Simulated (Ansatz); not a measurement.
Starting cell, BN (wurtzite):

```
BN
1.0
    5.08665     0.00000     0.00000
   -1.27166     2.20258     0.00000
    0.00000     0.00000     4.20685
B N
4 4
Direct
  0.33333   0.33333   0.99990
  0.83333   0.33333   0.99990
  0.16667   0.66667   0.49990
  0.66667   0.66667   0.49990
  0.33333   0.33333   0.62530
  0.83333   0.33333   0.62530
  0.16667   0.66667   0.12530
  0.66667   0.66667   0.12530
```

A phonon eigenvector at M = (0.5, 0.0, 0.0) is frozen into this cell: atom i moves by Q times the vector below, so Q is the largest atomic displacement, in Å. The cell is held. (q is in reciprocal vectors of the primitive cell; the cell shown is doubled to hold the pattern.)

| atom | x | y | z |
|---|---|---|---|
| B1 | -0.327 | -0.189 | -0.649 |
| B2 | 0.327 | 0.189 | 0.649 |
| B3 | 0.327 | 0.189 | -0.649 |
| B4 | -0.327 | -0.189 | 0.649 |
| N5 | -0.712 | -0.411 | 0.569 |
| N6 | 0.712 | 0.411 | -0.569 |
| N7 | 0.712 | 0.411 | 0.569 |
| N8 | -0.712 | -0.411 | -0.569 |

Method: r2SCAN (plane waves to 500 eV, PAW, scalar-relativistic; Ansatz, a quantum-chemistry and plane-wave program). k mesh 15×15×8 (Γ-centred), Fermi-Dirac smearing 0.05 eV. The energy includes the smearing's −TS. BN was relaxed with its symmetry unable to fall. The PAW data are Ansatz's earlier set. The zero of ΔE is the undisplaced structure.

```csv
Q (Å),ΔE (meV/cell)
-0.1000,1168
-0.0833,808
-0.0667,515
-0.0500,withheld
-0.0333,128
-0.0167,32
0.0000,0
0.0167,32
0.0333,128
0.0500,withheld
0.0667,515
0.0833,808
0.1000,1168
```

**Question.** Fit an even polynomial form (powers 2, 4) to the given rows and predict ΔE at Q = -0.0500.

**Answer.** Least squares on the 11 given rows: ΔE = (115200)·Q² + (163000)·Q⁴, in meV/cell with Q in Å; root-mean-square residual 0.5 meV/cell. At -0.0500 the fit gives 289 meV/cell; the calculation gives 289 meV/cell, the same to the digits shown. The quadratic term alone would give 288 meV/cell.

(A displaced cell: forces are minus the slopes of the energy, force constants its curvatures, and phonons follow from these.)
